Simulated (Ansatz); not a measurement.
This guess for Si8N is about to be relaxed.

```cif
data_structure
_symmetry_space_group_name_H-M 'P6/mmm'
_symmetry_Int_Tables_number 191
_cell_length_a 4.0030
_cell_length_b 4.0030
_cell_length_c 4.7920
_cell_angle_alpha 90.000
_cell_angle_beta 90.000
_cell_angle_gamma 120.000
_cell_volume 66.50
loop_
_atom_site_label
_atom_site_type_symbol
_atom_site_symmetry_multiplicity
_atom_site_Wyckoff_symbol
_atom_site_fract_x
_atom_site_fract_y
_atom_site_fract_z
_atom_site_occupancy
Si1 Si 6 l 0.84819 0.15181 0.00000 1
Si2 Si 2 c 0.33333 0.66667 0.00000 1
N1 N 1 b 0.00000 0.00000 0.50000 1
```

Method: Ansatz 0.2.0, DFT PBE, scalar-relativistic, plane waves, PAW. Cutoff 420 eV, Gaussian smearing, Γ-centred meshes. Cell and atoms relax first on a coarse mesh and then on a finer one. In between, the cell is made exact in the group found at 0.06 Å. In metals the finer mesh still leaves noise of several meV/atom or more. The steps can't lower the symmetry of their start. No spin polarisation.

A guess keeps its type if space group and coordination stay and the shape of the cell changes little (axis ratios within about 15 %, angles within 6°); the volume may change.

Question: Will the relaxed cell still be of the starting type?

Answer: It doesn't keep its type. The symmetry stays P6/mmm (No. 191). The volume per atom grows by 132.3 %, from 7.4 to 17.2 Å³. The shortest distance goes from 1.05 Å (Si–Si) to 2.34 Å (Si–Si). The ratio c/a of the conventional cell changes by a factor of 0.27. Counting neighbours within 15 % of an atom's shortest distance, the start has N 12, Si 2/3 and the end N 14, Si 5. In detail, at the end Si on a site of symmetry mm2 has 3 Si at 2.34–2.39 Å, 2 Si at 2.66 Å and 2 N at 2.69 Å; Si on a site of symmetry -6m2 has 3 Si at 2.39 Å and 2 Si at 2.66 Å; N has 2 N at 2.66 Å and 12 Si at 2.69 Å (long contacts).

```cif
data_structure
_symmetry_space_group_name_H-M 'P6/mmm'
_symmetry_Int_Tables_number 191
_cell_length_a 8.1926
_cell_length_b 8.1926
_cell_length_c 2.6577
_cell_angle_alpha 90.000
_cell_angle_beta 90.000
_cell_angle_gamma 120.000
_cell_volume 154.48
loop_
_atom_site_label
_atom_site_type_symbol
_atom_site_symmetry_multiplicity
_atom_site_Wyckoff_symbol
_atom_site_fract_x
_atom_site_fract_y
_atom_site_fract_z
_atom_site_occupancy
Si1 Si 6 l 0.83513 0.16487 0.00000 1
Si2 Si 2 c 0.33333 0.66667 0.00000 1
N1 N 1 b 0.00000 0.00000 0.50000 1
```

The last run used a 6×6×14 mesh (in the run's order of axes) for its 9-atom cell and Gaussian smearing of 0.10 eV. The cell is a metal run without spin; a magnetic state may lie lower. A structure relaxed within its symmetry needn't be a true minimum.

In counts of neighbours, a slash parts the counts of unlike sites.
